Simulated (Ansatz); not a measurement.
F:
```
CELL_PARAMETERS angstrom
      2.18884     0.00000     0.00000
      0.00000     2.18884     0.00000
      0.00000     0.00000     2.18884
ATOMIC_POSITIONS crystal
  F  0.00000 0.00000 0.00000
```

Relaxed with PBE. Special points in fractions of this cell's reciprocal vectors: Γ (0.000, 0.000, 0.000); X (0.000, 0.500, 0.000); M (0.500, 0.500, 0.000); R (0.500, 0.500, 0.500).

Question: List the band energies nearest the Fermi level at these points for the program Ansatz at the PBE level (PAW).

Answer: In eV from the Fermi level; about four levels below and three above (degenerate sets whole), none deeper than 8.9 eV; … stands for higher levels left out; points with the same levels are listed once.

| k | below | above |
|---|---|---|
| Γ | – | … |
| X | -4.81 | … |

Space group Pm-3m (simple cubic). A made-up cell: these elements were put on the sites of a structure type; neither database checked (COD, Materials Project) lists it. It is not the usual solid phase (space group No. 15). Symmetry was held in the PBE relaxation; its stability against distortions is not shown here. The substance is a gas or liquid at ambient conditions. With an odd number of electrons in the cell and no spin polarisation, the count alone makes it a metal.

Potentials: the later of the program's two PAW sets.
